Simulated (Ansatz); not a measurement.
Structure: Ga3P2N, ordered on the zincblende lattice (Imm2) with 6 atoms a cell, at its r2SCAN minimum. N is surrounded by 4 Ga at 1.96–2.08 Å; Ga is surrounded by 2 N at 2.08 Å and 2 P at 2.35 Å; P is surrounded by 4 Ga at 2.32–2.36 Å; Ga is surrounded by 1 N at 1.96 Å and 3 P at 2.32–2.36 Å.

Space group Imm2 (No. 44). a = 3.633 Å, b = 10.946 Å, c = 5.095 Å, α = 90.00°, β = 90.00°, γ = 90.00°
```json
{"atom": "N", "site": "2a", "symmetry": "mm2", "x": "0.0000", "y": "0.0000", "z": "0.9998"}
{"atom": "Ga", "site": "2b", "symmetry": "mm2", "x": "0.5000", "y": "0.0000", "z": "0.2005"}
{"atom": "P", "site": "4d", "symmetry": "m..", "x": "0.0000", "y": "0.3361", "z": "0.9974"}
{"atom": "Ga", "site": "4d", "symmetry": "m..", "x": "0.5000", "y": "0.3537", "z": "0.2775"}
```

The questions ask for values computed with the plane-wave code Ansatz on this geometry. (Calculated; non-magnetic; the phase may be known or hypothetical.)

Given (8×8×8 mesh): With r2SCAN the valence top lies at X and the conduction bottom at Γ, 0.69 eV higher; the smallest vertical gap, at Γ, is 0.70 eV. Least and direct gap differ so little that the kind isn't settled.

Question: What does PBE+SOC give for the gap (8×8×8 mesh)?

Answer: PBE+SOC gives an indirect gap of 0.35 eV, from Γ–X (0.75 of the way from Γ) to Γ; the least direct gap is 0.36 eV at Γ. Least and direct gap differ so little that the kind isn't settled. The gap differs by -0.34 eV from r2SCAN's.

Question: How does the gap change from r2SCAN to HSE06 (6×6×6)?

Answer: HSE06 gives an indirect gap of 1.16 eV, from X to Γ; the least direct gap is 1.19 eV at Γ. The gap differs by +0.47 eV from r2SCAN's.

Question: Estimate the gap with PBE0 on 6×6×6.

Answer: PBE0 gives an indirect gap of 1.80 eV, from X to Γ; the least direct gap is 1.82 eV at Γ. Least and direct gap differ so little that the kind isn't settled. The gap differs by +1.11 eV from r2SCAN's.

Only the levels marked +SOC include spin-orbit coupling.

PBE's own run along the path (0.35 eV) came before the search for the edges and missed one, so it isn't listed.
